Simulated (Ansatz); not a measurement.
Relaxed candidate structures of ZnAg:

A. Pm-3m (No. 221), cP2, CsCl type; a = b = c = 3.117 Å, α = β = γ = 90.00°; Ag 1b (0.500, 0.500, 0.500); Zn 1a (0.000, 0.000, 0.000)

B. R3m, hexagonal axes (No. 160), hR6; a = b = 4.3316 Å, c = 18.9536 Å, α = β = 90.00°, γ = 120.00°; Ag 3a (0.000, 0.000, 0.970); Ag 3a (0.000, 0.000, 0.243); Ag 3a (0.000, 0.000, 0.696); Zn 3a (0.000, 0.000, 0.109); Zn 3a (0.000, 0.000, 0.397); Zn 3a (0.000, 0.000, 0.835)

C. P4/nmm, origin choice 1 (No. 129), tP4; a = 2.9589 Å, b = 2.9589 Å, c = 6.9614 Å, α = 90.00°, β = 90.00°, γ = 90.00°; Ag 2c (0.000, 0.500, 0.359); Zn 2c (0.500, 0.000, 0.114)

### Question
Put the candidates in order of energy per atom, lowest first, for PBEsol (plane waves to 420 eV, PAW, scalar-relativistic; Ansatz, a quantum-chemistry and plane-wave program).

### Answer
A (reference, the lowest among the structures calculated here), C (+0.03 eV/atom), B (+0.18 eV/atom)

Each run could gain symmetry but not lose that of its start, so entries can be saddle points. From databases, or of a type measured for this composition: Pm-3m, cP2, CsCl type; the others are generated cells (placed on structure types, drawn at random, substituted or restacked) that were not matched to a known phase here. Static energies at zero pressure. The runs use different k-meshes, so differences are rounded accordingly. No spin polarisation in the result.
